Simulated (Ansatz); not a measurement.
Surface calculation: hcp Mg (10-10), 4 layers

The slab is cut from the hcp crystal, the stable phase, as relaxed on PAW files (22.97 Å³/atom), with 16 Å of vacuum and a dipole correction:

```yaml
crystal:
  lattice:
    - [3.19956, 0.00000, 0.00000]
    - [0.00000, 5.18089, 0.00000]
    - [0.00000, 0.00000, 19.69450]
  atoms:
    - { symbol: Mg, position: [0.00000, 0.75000, 0.40620] }
    - { symbol: Mg, position: [0.50000, 0.25000, 0.45310] }
    - { symbol: Mg, position: [0.50000, 0.75000, 0.54690] }
    - { symbol: Mg, position: [0.00000, 0.25000, 0.59380] }
```

Computed with Ansatz 0.2.0; functional PBE, scalar-relativistic. Settings: a Γ-centred 13×8×1 k mesh, Fermi–Dirac smearing of 0.08 eV, no spin polarisation. Methods: LAPW: all electrons, basis error target 1 meV/atom; PAW: frozen-core files, cutoff 420 eV.

The bulk energy comes from a cell in the slab's orientation on a 13×8×8 mesh. The surface energy is (E(slab) − N·E(bulk))/2A at zero smearing, the mean of both faces; thin slabs carry quantum-size effects.

As cut, the LAPW slab lies 1.275 eV above 4 atoms of bulk. What surface energy is that?

Over two faces of 16.58 Å² it is 38.5 meV/Å², and times 16.02 J/m² per eV/Å² that gives γ = 0.616 J/m².

What do relaxation and the other method give, and what work function comes out?



| method | γ as cut (J/m²) | γ relaxed (J/m²) | Φ as cut (eV) | Φ relaxed (eV) |
| --- | --- | --- | --- | --- |
| LAPW | 0.616 | 0.601 | 3.63 | 3.73 |
| PAW | 0.616 | 0.600 | 3.63 | 3.73 |

How do the spacings between the planes relax?

From the bottom face up: d12 -34.2 % of 0.924 Å, d23 +16.0 % of 1.847 Å, d34 -34.2 % of 0.924 Å.

A field of 0.3 V/Å is applied along the normal, atoms held. What follows?

LAPW finds an induced dipole of 0.1917 e·Å a cell (PAW 0.1918), that is 6.98 Å for 4πα over the area, against 3.36 Å between the outer atoms.

A 1s core hole is made on one atom of each kind in every 1×1 cell (PAW hole dataset, neutral cell, valence without spin). What does it cost by layer?

layer 1 1301.27 eV, layer 2 1301.19 eV. Shifts between layers mean more than the absolute values, and a whole layer of holes screens otherwise than one hole.

In the relaxed 1×1 cell, replace the outer, then the middle Mg by Al, which changes a whole layer. What shift does this Z+1 picture give?

E(outer) − E(middle) = +0.04 eV by LAPW and +0.04 eV by PAW; a positive value puts the surface line at higher binding energy.
